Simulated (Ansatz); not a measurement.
The cell below belongs to a search over invented structures; it isn't taken from experiment.

Input and command of a plane-wave DFT calculation in Ansatz:

```yaml
crystal:
  lattice:
    - [-3.43087916, 3.43087916, 2.70942075]
    - [3.43087916, -3.43087916, 2.70942075]
    - [3.43087916, 3.43087916, -2.70942075]
  atoms:
    - { symbol: Be, position: [0.5, 0.5, 0.0] }
    - { symbol: Cd, position: [0.25, 0.75, 0.5] }
    - { symbol: S, position: [0.86232258, 0.86232258, 0.72464515] }
    - { symbol: S, position: [0.13767742, 0.13767742, 0.27535485] }
    - { symbol: S, position: [0.13767742, 0.86232258, 0.0] }
    - { symbol: S, position: [0.86232258, 0.13767742, 0.0] }
basis:
  ecutwfc: 420
kpoints:
  mp_grid: { grid: [4, 4, 4] }
hamiltonian:
  xc: pbe
scf:
  occupations: { method: gaussian, width: 0.2 }
  lower_state_search: "off"
output:
  forces: true
  stress: true
  eigenvalues: true
relax:
  adjacent_minimum: "off"
  f_tol: 0.08
  max_steps: 16
  cell: { stress_tol: 0.8 }
```

```bash
ansatz run input.yaml --threads 1 --pin off --max-ram 2560MiB --backend cpu --events-out ev --progress --plain --runs-dir out
```

Processor: Arm Neoverse V2, 1 thread, on a host shared with other jobs.

Problem. Estimate time, memory and problem size.

Solution. About 83 s, peak memory 0.37 GiB. It solves 29 bands at 13 k points (after reduction by symmetry) with about 2285 plane waves (on the last cell), in 106 SCF iterations over 16 ionic steps.
